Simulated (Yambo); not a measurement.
LiNbO3 (space group R-3, No. 148); a = b = c = 5.7265 Å, α = β = γ = 54.96°. With the G0W0 scissor the direct gap on the mesh is 5.61 eV. Axes are Cartesian, with cell vectors (Å) (2.64, 1.53, 4.85), (-2.64, 1.53, 4.85), (0.00, -3.05, 4.85).

Task: Does this run resolve the lowest exciton, and if so, what are its energy and binding? (Yambo, PBEsol bands; 6×6×6 mesh, 10 valence and 6 conduction bands, static screening with 76 bands and a 3 Ry block, scissor 1.82 eV, Tamm-Dancoff.)

Result: The mesh holds a bound state, but the numbers are provisional. These are vertical excitations (zero momentum). The lowest state lies at 4.63 eV (dark for light along x), the direct quasiparticle gap on this mesh at 5.61 eV. Its binding energy, counted from that gap, is 0.98 eV; it spreads over about 200 k points of the mesh. Convergence with the mesh was not shown. The first optically allowed state is at 4.77 eV. The scissor comes from a G0W0 run whose convergence isn't established. Spin-orbit splittings are left out.

Geometry of the Materials Project entry, not relaxed at this level.

This is not the ordinary phase of the substance.
